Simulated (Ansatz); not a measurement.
Relaxing a structure of Hf3N4

The start is a randomly generated symmetric cell of Hf3N4 (space group No. 164). The cell and all atomic positions are relaxed at zero pressure with PBEsol (plane waves to 420 eV, PAW, scalar-relativistic; Ansatz, a first-principles code). The first steps use a coarse 5×5×8 k-mesh.

Starting cell:
```yaml
crystal:
  lattice:
    - [6.12587, 0.00000, 0.00000]
    - [-3.06294, 5.30516, 0.00000]
    - [0.00000, 0.00000, 3.00115]
  atoms:
    - { symbol: Hf, position: [0.33333, 0.66667, 0.86278] }
    - { symbol: Hf, position: [0.66667, 0.33333, 0.13722] }
    - { symbol: Hf, position: [0.00000, 0.00000, 0.00000] }
    - { symbol: N, position: [0.50000, 0.00000, 0.00000] }
    - { symbol: N, position: [0.00000, 0.50000, 0.00000] }
    - { symbol: N, position: [0.50000, 0.50000, 0.00000] }
    - { symbol: N, position: [0.00000, 0.00000, 0.50000] }
```

**Question.** How do the shortest distances between atoms change?

**Answer.** The closest pairs of elements (up to four, under 3.6 Å), start → end: Hf–N 1.50 → 1.93 Å; N–N 3.00 → 2.67 Å; Hf–Hf 3.00 → 3.33 Å.

**Question.** What band gap does the relaxed structure have at this level?

**Answer.** No gap on the sampled points, where the bands overlap only slightly; such a result is sensitive to mesh and level.

The space group stays P-3m1 (No. 164) (the run could not lower it), with 7 atoms in the primitive cell. Final values are on a 10×10×12 k-mesh of the relaxed cell. The start holds a very short contact (Hf–N 1.50 Å). No spin polarisation in the result.

The run could not lower the symmetry of its start; a shaken copy of this end point relaxes with PBEsol to Amm2 (No. 38), 0.73 eV/atom lower.

The relaxed structure here is a generated cell of Hf3N4: the first start was made by a random draw of sites in a space group, and the end was not matched to a known phase here, so it may be hypothetical.
